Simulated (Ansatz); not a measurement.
Bi2Se3 with indium replacing Bi: gradients before and after relaxing the atoms

Start: a supercell of Bi2Se3 (space group R-3m) built from a COD entry, with all atoms left at the host's positions.

Space group Cm (No. 8); a = 14.3518, b = 8.2860, c = 9.8405 Å, β = 104.07°.

```
site  Wyckoff  site symmetry       x       y       z
  In       2a              m  0.2004  0.0000  0.2024
 Bi2       4b              1  0.4504  0.2500  0.2024
 Bi4       2a              m  0.7004  0.0000  0.2024
 Bi5       2a              m  0.2996  0.0000  0.7976
 Bi6       4b              1  0.5496  0.2500  0.7976
 Bi8       2a              m  0.7996  0.0000  0.7976
 Se9       2a              m  0.0000  0.0000  0.0000
Se10       4b              1  0.2500  0.2500  0.0000
Se12       2a              m  0.5000  0.0000  0.0000
Se13       2a              m  0.1058  0.0000  0.6351
Se14       4b              1  0.3558  0.2500  0.6351
Se16       2a              m  0.6058  0.0000  0.6351
Se17       2a              m  0.3942  0.0000  0.3649
Se18       4b              1  0.6442  0.2500  0.3649
Se20       2a              m  0.8942  0.0000  0.3649
```

One atom of each set is listed; the run and its k-mesh use a cell of 20 atoms with edges of 9.84, 19.68, 19.68 Å.

Level of theory: DFT, PBE, plane waves and PAW, scalar-relativistic, 420 eV cutoff, Γ-centred 5×3×3 k-points, Fermi–Dirac smearing 0.01 eV (Ansatz 0.2.0).

The largest force at the start is 0.51 eV/Å. Relaxing the ions at fixed cell moves them by 0.123 Å at most (atom 19, Se) and 0.070 Å rms.

```json
{"site": "In", "moved (Å)": "0.043", "first shell before": "6 Se at 2.85–3.07 Å", "first shell after": "6 Se at 2.75–2.94 Å", "V_zz before (10²¹ V/m²)": "3.31", "η before": "0.04"}
{"site": "Bi4", "moved (Å)": "0.004", "first shell before": "6 Se at 2.85–3.07 Å", "first shell after": "6 Se at 2.85–3.08 Å", "V_zz before (10²¹ V/m²)": "1.60", "η before": "0.52"}
{"site": "Bi5", "moved (Å)": "0.037", "first shell before": "6 Se at 2.85–3.07 Å", "first shell after": "6 Se at 2.86–3.06 Å", "V_zz before (10²¹ V/m²)": "0.92", "η before": "0.67"}
{"site": "Bi6", "moved (Å)": "0.024", "first shell before": "6 Se at 2.85–3.07 Å", "first shell after": "6 Se at 2.86–3.07 Å", "V_zz before (10²¹ V/m²)": "1.82", "η before": "0.60"}
{"site": "Bi8", "moved (Å)": "0.028", "first shell before": "6 Se at 2.85–3.07 Å", "first shell after": "6 Se at 2.83–3.18 Å", "V_zz before (10²¹ V/m²)": "1.52", "η before": "0.36"}
{"site": "Se13", "moved (Å)": "0.018", "first shell before": "3 Bi at 2.85 Å", "first shell after": "3 Bi at 2.86 Å", "V_zz before (10²¹ V/m²)": "-1.99", "η before": "0.18"}
{"site": "Se14", "moved (Å)": "0.036", "first shell before": "3 Bi at 2.85 Å", "first shell after": "3 Bi at 2.83–2.88 Å", "V_zz before (10²¹ V/m²)": "-2.03", "η before": "0.21"}
{"site": "Se16", "moved (Å)": "0.036", "first shell before": "3 Bi at 2.85 Å", "first shell after": "3 Bi at 2.84–2.88 Å", "V_zz before (10²¹ V/m²)": "-1.90", "η before": "0.54"}
{"site": "Se17", "moved (Å)": "0.120", "first shell before": "1 In at 2.85 Å, 2 Bi at 2.85 Å", "first shell after": "1 In at 2.76 Å, 2 Bi at 2.85 Å", "V_zz before (10²¹ V/m²)": "-1.42", "η before": "0.26"}
{"site": "Se18", "moved (Å)": "0.123", "first shell before": "2 Bi at 2.85 Å, 1 In at 2.85 Å", "first shell after": "1 In at 2.75 Å, 2 Bi at 2.85 Å", "V_zz before (10²¹ V/m²)": "-1.80", "η before": "0.17"}
```

**Question.** What are V_zz and η after the relaxation?

**Answer.** 

| site | V_zz after | η after | change of V_zz |
| --- | --- | --- | --- |
| In | 2.82 | 0.10 | -0.49 |
| Bi4 | 1.76 | 0.12 | +0.16 |
| Bi5 | -2.15 | 0.97 | – |
| Bi6 | 2.95 | 0.96 | +1.13 |
| Bi8 | -3.15 | 0.63 | – |
| Se13 | -0.46 | 0.67 | +1.53 |
| Se14 | 3.45 | 0.53 | – |
| Se16 | 3.25 | 0.42 | – |
| Se17 | -5.71 | 0.40 | -4.29 |
| Se18 | -5.95 | 0.21 | -4.15 |

The largest change of V_zz along a kept axis is on Se17, from -1.42 to -5.71. Where |V_zz| stays above 0.1 and the axes keep their order, η moves most on Se13, from 0.18 to 0.67. On Se18 V_xx and V_yy change places (or their axes turn by over 50°), so the two values of η hide a larger change. On Se14, Se16, Bi8, Bi5 the largest principal value lies along another axis in the second run, so the two V_zz can't be compared directly. The table leaves out 5 of the 15 sites, with |V_zz| up to 7.64; their tensors move by 1.69 at most along any direction. The statements above cover all sites. The host's own positions weren't relaxed first, so part of the change far from the defect can be the host's relaxation.

The defect repeats with the cell of 20 atoms, so it feels its images: sites between two images don't show the values beside a lone defect, and zeros or small values of η there can come from the images' arrangement. Bi and Se carry a gradient in the pure host already, so the values there aren't the defect's effect alone. Spin–orbit coupling is left out, which shifts gradients on Bi by a few per cent in wide-gap crystals, and can shift them far more where the calculated gap is small or absent, as here.
Before: With a gap of 0.6 eV on this mesh, small gradients can still move by 0.1 × 10²¹ V/m² or more as the k-mesh gets denser. The neighbours have not yet relaxed around the defect (largest force 0.51 eV/Å), so a real crystal will differ.
After: The relaxation keeps the site symmetry m of the start, so the impurity can move only within its mirror plane; a start off the site could end lower. With a gap of 0.5 eV on this mesh, small gradients can still move by 0.1 × 10²¹ V/m² or more as the k-mesh gets denser.
